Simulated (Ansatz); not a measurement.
Co:
```
CELL_PARAMETERS angstrom
      6.02059     0.00000     0.00000
      0.00000     6.02059     0.00000
      0.00000     0.00000     6.02059
ATOMIC_POSITIONS crystal
  Co 0.05581 0.05581 0.05581
  Co 0.19419 0.80581 0.30581
  Co 0.44419 0.94419 0.55581
  Co 0.30581 0.19419 0.80581
  Co 0.55581 0.44419 0.94419
  Co 0.69419 0.69419 0.69419
  Co 0.94419 0.55581 0.44419
  Co 0.80581 0.30581 0.19419
  Co 0.12500 0.19911 0.44911
  Co 0.05089 0.87500 0.69911
  Co 0.37500 0.80089 0.94911
  Co 0.44911 0.12500 0.19911
  Co 0.62500 0.30089 0.55089
  Co 0.55089 0.62500 0.30089
  Co 0.87500 0.69911 0.05089
  Co 0.94911 0.37500 0.80089
  Co 0.69911 0.05089 0.87500
  Co 0.19911 0.44911 0.12500
  Co 0.30089 0.55089 0.62500
  Co 0.80089 0.94911 0.37500
```
Starting moments (μB, in the order of the atoms Co Co Co Co Co Co Co Co Co Co Co Co Co Co Co Co Co Co Co Co): 1.9 1.9 1.9 1.9 1.9 1.9 1.9 1.9 1.9 1.9 1.9 1.9 1.9 1.9 1.9 1.9 1.9 1.9 1.9 1.9.

Relaxed with r²SCAN. Special points in fractions of this cell's reciprocal vectors: Γ (0.000, 0.000, 0.000); X (0.000, 0.500, 0.000); M (0.500, 0.500, 0.000); R (0.500, 0.500, 0.500).

Q: List the band energies nearest the Fermi level at these points for plane-wave PAW r²SCAN (Ansatz code).

A: In eV from the Fermi level; about four levels below and three above (degenerate sets whole), none deeper than 8.9 eV; points with the same levels are listed once.

| k | below | above |
|---|---|---|
| Γ ↑ | -1.49 -1.49 -1.49 -1.46 -1.46 -1.46 | 0.50 1.48 1.48 1.48 |
| X ↑ | -0.82 -0.82 -0.76 -0.76 | 1.43 1.43 1.71 1.71 |
| M ↑ | -0.19 -0.19 -0.03 -0.03 | 2.32 2.32 2.95 2.95 |
| R ↑ | -1.54 -1.54 -1.54 -1.54 | 2.98 2.98 2.98 2.98 |
| Γ ↓ | -0.13 -0.13 -0.06 -0.06 -0.06 | 0.05 0.09 0.09 0.09 |
| X ↓ | -0.23 -0.23 -0.13 -0.13 | 0.04 0.04 0.08 0.08 |
| M ↓ | -0.29 -0.29 -0.26 -0.26 | 0.12 0.12 0.25 0.25 |
| R ↓ | -0.21 -0.21 -0.21 -0.21 | 0.05 0.05 0.05 0.05 |

Space group P4_132. The start of the workflow was typed in or built on a structure type; neither database checked (COD, Materials Project) lists it. It is not the phase usual at ambient conditions (space group No. 194). The r²SCAN relaxation kept the symmetry of its start; whether a distortion lowers the energy is not shown. Magnetic state: ferromagnetic, the only order run, not a proven ground state. Other orbital occupations within this spin state were not tried. For itinerant 3d metals, meta-GGAs of the SCAN family and hybrids are commonly reported to give too large moments.

Potentials: the later of the program's two PAW sets.
